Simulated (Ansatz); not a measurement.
Consider the following.

Ca$_{2}$F:
```cif
data_Ca6F3
_chemical_formula_sum 'Ca6 F3'
_space_group_name_H-M_alt 'R-3m :H'
_space_group_IT_number 166
_space_group_name_Hall '-R 3 2"'
_cell_length_a 3.60401
_cell_length_b 3.60401
_cell_length_c 18.26145
_cell_angle_alpha 90.000
_cell_angle_beta 90.000
_cell_angle_gamma 120.000
loop_
_atom_site_label
_atom_site_type_symbol
_atom_site_symmetry_multiplicity
_atom_site_Wyckoff_symbol
_atom_site_fract_x
_atom_site_fract_y
_atom_site_fract_z
_atom_site_occupancy
Ca1 Ca 6 c 0.00000 0.00000 0.24950 1
F1 F 3 a 0.00000 0.00000 0.00000 1
```
(The calculation used a cell of 3 atoms; values per cell refer to that cell.)

This is the LDA-relaxed structure.

All from LDA in the plane-wave PAW code Ansatz, unless another level is named. Predict the bulk modulus (Birch–Murnaghan fit).

30.1 GPa.

And the highest zone-centre frequency?

186 cm⁻¹.

The start of the workflow was typed in or built on a structure type; neither database checked (COD, Materials Project) lists it. Its standing as an ambient phase is unchecked. The LDA relaxation kept the symmetry of its start. At this level the phase is dynamically unstable (imaginary phonons). With an odd number of electrons in the cell and no spin polarisation, the count alone makes it a metal. As this level gives no gap, phonon frequencies hold no LO–TO term and depend on the k-mesh and smearing (Fermi–Dirac, 0.1 eV here).

Potentials: the earlier of the program's two PAW sets. The files were generated under PBE; for other functionals the program regenerates the frozen cores, and for LDA and PBEsol the local potential too.
